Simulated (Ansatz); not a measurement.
CdI$_{2}$:
```yaml
crystal:
  lattice:
    - [4.16339, 0.00000, 0.00000]
    - [-2.08169, 3.60560, 0.00000]
    - [0.00000, 0.00000, 26.62819]
  atoms:
    - { symbol: Cd, position: [0.00000, 0.00000, 0.00000] }
    - { symbol: Cd, position: [0.66667, 0.33333, 0.74995] }
    - { symbol: Cd, position: [0.33333, 0.66667, 0.25005] }
    - { symbol: Cd, position: [0.00000, 0.00000, 0.50000] }
    - { symbol: I, position: [0.00000, 0.00000, 0.31357] }
    - { symbol: I, position: [0.00000, 0.00000, 0.68643] }
    - { symbol: I, position: [0.66667, 0.33333, 0.43647] }
    - { symbol: I, position: [0.33333, 0.66667, 0.56353] }
    - { symbol: I, position: [0.33333, 0.66667, 0.81349] }
    - { symbol: I, position: [0.66667, 0.33333, 0.18651] }
    - { symbol: I, position: [0.66667, 0.33333, 0.93647] }
    - { symbol: I, position: [0.33333, 0.66667, 0.06353] }
```

This is the LDA-relaxed structure.

Problem. All from DFT-LDA in the program Ansatz with PAW potentials, unless another level is named. Predict the highest zone-centre frequency (without LO–TO term).

Solution. 4.50 THz.

Problem. Next, the zero-point energy?

Solution. 15.1 meV/atom.

Problem. What about the bulk modulus (Birch–Murnaghan fit)?

Solution. 18.1 GPa.

Space group P-3m1. The workflow started from a Materials Project entry (that database holds measured and hypothetical structures alike); the Crystallography Open Database files this formula in space group No. 164, but the cells were not matched. Its standing as an ambient phase is unchecked. The LDA relaxation kept the symmetry of its start; its stability against distortions is not shown here. A crystal of weakly bound layers computed without a dispersion correction: the cell and the soft elastic constants depend strongly on that. Spin–orbit coupling is left out wherever it is not named.

Potentials: the later of the program's two PAW sets.
